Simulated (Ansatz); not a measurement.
SbIrS:
```yaml
crystal:
  lattice:
    - [6.03114, 0.00000, 0.00000]
    - [0.00000, 6.02165, 0.00000]
    - [0.00000, 0.00000, 6.02904]
  atoms:
    - { symbol: Sb, position: [0.37872, 0.63376, 0.38188] }
    - { symbol: Sb, position: [0.62128, 0.36624, 0.88188] }
    - { symbol: Sb, position: [0.12128, 0.63376, 0.88188] }
    - { symbol: Sb, position: [0.87872, 0.36624, 0.38188] }
    - { symbol: Ir, position: [0.51307, 0.76924, 0.99868] }
    - { symbol: Ir, position: [0.48693, 0.23076, 0.49868] }
    - { symbol: Ir, position: [0.98693, 0.76924, 0.49868] }
    - { symbol: Ir, position: [0.01307, 0.23076, 0.99868] }
    - { symbol: S, position: [0.11829, 0.12547, 0.62163] }
    - { symbol: S, position: [0.88171, 0.87453, 0.12163] }
    - { symbol: S, position: [0.38171, 0.12547, 0.12163] }
    - { symbol: S, position: [0.61829, 0.87453, 0.62163] }
```

Plane-wave PAW PBEsol (Ansatz code) gives a gap of 0.88 eV without spin–orbit coupling, maximum off the standard path, at k = (0.391, 0.365, 0.000) in fractions of the reciprocal vectors, minimum at Γ.

Task: What happens when spin–orbit coupling is switched on?

Result: The gap shrinks by 0.03 eV, to 0.85 eV; maximum off the standard path, at k = (0.411, 0.453, 0.000) in fractions of the reciprocal vectors, minimum on the Γ–X line, 3 % of the way from Γ.

Space group Pca2_1. The workflow started from a Materials Project entry (that database holds measured and hypothetical structures alike); the Crystallography Open Database files this formula in space group No. 29, but the cells were not matched. Its standing as an ambient phase is unchecked. Symmetry was held in the PBEsol relaxation; its stability against distortions is not shown here. The run is not spin-polarised.

Potentials: the later of the program's two PAW sets.
